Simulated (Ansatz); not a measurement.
Rh (fcc, Cu type)

```
Rh
1.0
    0.00000     1.91513     1.91513
    1.91513     0.00000     1.91513
    1.91513     1.91513     0.00000
Rh
1
Direct
  0.00000   0.00000   0.00000
```

The slice is a {110} plane (indices of the conventional cell) through the point (0.000, 0.000, 0.000) (fractional), spanned by u = [100] and v = [1 -1 -1] in vectors of this cell: u (2.71 Å) and v (3.83 Å, at 90° to u). It covers one period; positions are fractions (u, v).

Computed with PBE (plane waves to 420 eV, PAW, scalar-relativistic; Ansatz, a quantum-chemistry and plane-wave program). k mesh 21×21×21. These are valence fields of a PAW run, semicore shells included where kept as valence: close to a nucleus they are smooth pseudo fields. Rh is run without spin polarisation. Rh was relaxed with its symmetry unable to fall. The PAW data are Ansatz's earlier set.

**Question.** What is the valence density on the shortest Rh–Rh line in this plane (2.71 Å), at its midpoint?

**Answer.** 0.37 e/Å³.

**Question.** What is the ELF at the midpoint of the shortest Rh–Rh line in this plane (2.71 Å)?

**Answer.** 0.27.

**Question.** Sketch the electron localisation function (ELF) on this plane as a map.

**Answer.** 
```
|xxxxxxxx@@##==::..........::==##@@xxxxxx|
|xxxxxxxx%%**--..  ......  ..--**%%xxxxxx|
|xxxxxx%%##==::..  ......  ..::==##%%xxxx|
|@@@@%%##++--..    ......    ..--++##%%@@|
|%%%%##++--..      ......      ..--++##%%|
|++++==--..      ....::....      ..--==++|
|--::::..      ....::::::....      ..::::|
|..          ......::::::......          |
|          ......................        |
|        ..........................      |
|          ......................        |
|          ......................        |
|            ..................          |
|            ..................          |
|            ..................          |
|          ......................        |
|          ......................        |
|        ..........................      |
|          ......................        |
|..          ......::::::......          |
|--::::..      ....::::::....      ..::::|
|++++==--..      ....::....      ..--==++|
|%%%%##++--..      ......      ..--++##%%|
|@@@@%%##++--..    ......    ..--++##%%@@|
|xxxxxx%%##==::..  ......  ..::==##%%xxxx|
|xxxxxxxx%%**--..  ......  ..--**%%xxxxxx|
|xxxxxxxx@@##==::..........::==##@@xxxxxx|
|xxxxxxxx@@##++::..........::++##@@xxxxxx|
```
Scale: ten equal steps from 0.18 (start of ' ') to 0.66 (end of '@'), in the order ' .:-=+*#%@'. Values: electron localisation function (ELF). The map has 20 points along u (two characters each, u = 0 at the left) and 28 along v (v = 0 in the bottom row). Points within 0.5 Å of a nucleus are blanked (x), as the pseudised field means little there.
